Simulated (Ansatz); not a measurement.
MgH$_{2}$:
```yaml
crystal:
  lattice:
    - [4.47651, 0.00000, 0.00000]
    - [0.00000, 4.47651, 0.00000]
    - [0.00000, 0.00000, 3.00771]
  atoms:
    - { symbol: Mg, position: [0.50000, 0.50000, 0.50000] }
    - { symbol: Mg, position: [0.00000, 0.00000, 0.00000] }
    - { symbol: H, position: [0.69549, 0.69549, 0.00000] }
    - { symbol: H, position: [0.30451, 0.30451, 0.00000] }
    - { symbol: H, position: [0.80451, 0.19549, 0.50000] }
    - { symbol: H, position: [0.19549, 0.80451, 0.50000] }
```

Relaxed with PBEsol. Independent-particle spectrum: no excitons, no local fields, no scissors shift; 0.1 eV broadening; ε₁ of the summed bands alone.

**Question.** Tabulate the dielectric function from the program Ansatz at the PBEsol level (PAW).

**Answer.** 

```csv
E (eV),ε₁ xx,ε₂ xx,ε₁ zz,ε₂ zz
0.0,4.23,0.00,4.30,0.00
0.5,4.25,0.00,4.32,0.00
1.0,4.31,0.00,4.39,0.00
1.5,4.42,0.00,4.50,0.00
2.0,4.60,0.00,4.68,0.00
2.5,4.85,0.00,4.94,0.00
3.0,5.24,0.00,5.32,0.00
3.5,5.83,0.00,5.91,0.00
4.0,6.90,0.00,6.91,0.00
4.5,9.79,1.07,9.25,0.07
5.0,10.10,5.42,13.18,5.51
5.5,10.36,8.64,10.49,13.07
6.0,2.32,13.25,-1.29,10.63
6.5,-1.84,8.79,-0.56,7.01
7.0,-2.38,6.36,-0.89,7.05
7.5,-2.07,4.63,-2.42,6.36
8.0,-2.49,3.65,-3.49,3.85
8.5,-1.78,2.51,-2.23,2.47
9.0,-1.43,2.15,-1.76,2.13
9.5,-1.35,2.12,-1.52,1.68
10.0,-1.33,1.57,-1.27,1.37
10.5,-1.11,1.15,-1.02,1.10
11.0,-0.87,0.95,-0.78,0.95
11.5,-0.70,0.76,-0.73,0.83
12.0,-0.52,0.63,-0.56,0.66
```

**Question.** From ε at 4.9 eV (xx: 10.33 + 4.72i), find n, k, the normal reflectivity and the absorption coefficient.

**Answer.** n = 3.29, k = 0.717, R = 30 %, α = 2kE/ħc = 360000 cm⁻¹.

With all bands, ε∞ without local fields is 4.27 (xx = yy), 4.34 (zz). DFPT, with local fields, gives 4.16 (xx = yy), 4.21 (zz).

Space group P4_2/mnm (rutile). The cell was relaxed with PBEsol under the symmetry of its start; phonons on a q-mesh show no instability.

Potentials: the later of the program's two PAW sets.
